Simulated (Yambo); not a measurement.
KBr (rock salt, space group Fm-3m, No. 225): the exchange self-energy on LDA orbitals (Yambo, 4×4×4 mesh) holds the Coulomb divergence, which is integrated with random points (RandQpts).

```json
[
 {"random points": "1,000", "exchange-only gap Γ → Γ (eV)": "11.93", "shift of the valence edge (eV)": "-3.32", "gap against the reference (meV)": "-424"},
 {"random points": "10,000", "exchange-only gap Γ → Γ (eV)": "12.20", "shift of the valence edge (eV)": "-3.64", "gap against the reference (meV)": "-156"},
 {"random points": "100,000", "exchange-only gap Γ → Γ (eV)": "12.36", "shift of the valence edge (eV)": "-3.84", "gap against the reference (meV)": "9"},
 {"random points": "1,000,000", "exchange-only gap Γ → Γ (eV)": "12.36", "shift of the valence edge (eV)": "-3.84", "gap against the reference (meV)": "5"},
 {"random points": "5,000,000", "exchange-only gap Γ → Γ (eV)": "12.36", "shift of the valence edge (eV)": "-3.83", "gap against the reference (meV)": "reference"}
]
```

From 100,000 points on, the gap stays within 20 meV of the run with most points. The error is statistical; each row is a single draw, so the rows fix no rate of convergence.

Spin-orbit coupling is not included.

Geometry relaxed with LDA; primitive cell a = b = c = 4.5048 Å, α = β = γ = 60.00°.

A shift is the quasiparticle energy of the state minus its LDA energy.
